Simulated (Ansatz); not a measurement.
# Kick test of a cell of TiGe8Mo3

It was reached by relaxing an invented guess, and it needn't be the stable form of this composition.

Theory: DFT PBE, scalar-relativistic, plane waves, PAW in Ansatz 0.2.0. Cutoff 420 eV; k points 6×6×8 on the computed 12-atom cell (Γ-centred); Gaussian smearing, width 0.10 eV; no spin polarisation.

The cell below (12 atoms, space group C222 (No. 21)) is relaxed within its symmetry.

```
CELL_PARAMETERS angstrom
4.36000 -4.40424 0.00000
4.36000 4.40424 0.00000
0.00000 0.00000 4.90384
ATOMIC_POSITIONS crystal
Ti 0.00000 0.00000 0.50000
Ge 0.83951 0.83951 0.00000
Ge 0.33903 0.33903 0.50000
Ge 0.66379 0.16289 0.24870
Ge 0.16289 0.66379 0.75130
Ge 0.33621 0.83711 0.24870
Ge 0.83711 0.33621 0.75130
Ge 0.16049 0.16049 0.00000
Ge 0.66097 0.66097 0.50000
Mo 0.50000 0.50000 0.00000
Mo 0.00000 0.50000 0.26717
Mo 0.50000 0.00000 0.73283
```

For the test it was strained at random (σ = 1.5 % a component), the atoms were moved at random (σ = 0.10 Å), and all was relaxed again on a coarse 4×4×4 mesh (in the run’s order of axes) with 0.20 eV smearing, with no symmetry imposed.

Question: Is the structure stable against such a distortion?

Answer: It returns, within 1 meV/atom of the unmoved cell on that mesh and with the same symmetry when read at 0.1 Å. So it is stable against the distortions that fit this cell and that this random move excites. Modes that don't fit the cell aren't tested.
